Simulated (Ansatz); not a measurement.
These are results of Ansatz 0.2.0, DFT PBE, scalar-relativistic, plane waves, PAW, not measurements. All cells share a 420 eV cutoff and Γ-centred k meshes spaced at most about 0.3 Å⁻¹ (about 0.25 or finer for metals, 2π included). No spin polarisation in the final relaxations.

All energies are static (0 K, no zero-point motion).

Two relaxed structures of NaHfO:

A.

```
CELL_PARAMETERS angstrom
3.16531 0.00000 0.00000
0.00000 5.44073 0.00000
0.00000 0.00000 6.50055
ATOMIC_POSITIONS crystal
Na 0.50000 0.00000 0.28363
Na 0.00000 0.50000 0.48803
Hf 0.00000 0.00000 0.82336
Hf 0.50000 0.50000 0.95854
O 0.50000 0.76021 0.72334
O 0.50000 0.23979 0.72334
```

B.

```
CELL_PARAMETERS angstrom
3.53545 0.00000 0.00000
-1.76773 3.06179 0.00000
0.00000 0.00000 12.55533
ATOMIC_POSITIONS crystal
Na 0.00000 0.00000 0.50000
Na 0.00000 0.00000 0.00000
Hf 0.33333 0.66667 0.25000
Hf 0.66667 0.33333 0.75000
O 0.33333 0.66667 0.75000
O 0.66667 0.33333 0.25000
```

Problem. Which would you expect to be lower, and how large is the difference?

Solution. A is lower, by 168 meV/atom. A has space group Pmm2 (No. 25), 18.7 Å³/atom and no gap on its mesh; B has space group P6_3/mmc (No. 194), 22.7 Å³/atom and no gap. Counting O atoms around Hf and Na (those within 1.25 times the shortest such distance or 1.15 times the sum of covalent radii, 1.27 where that leaves under three; a plus sign parts nearer from farther groups; the shortest distance is added where it exceeds 1.18 times the sum of covalent radii; a slash parts the counts of unlike sites), A has Na 2+2 from 3.1 Å/4, Hf 2/4 and B has Na 6 from 3.7 Å, Hf 3. The denser one is the lower, and pressure would at first widen the difference. Both come from invented guesses.

Spin–orbit coupling, which can matter for Hf, is left out. Cells relaxed within their symmetry can be saddle points.
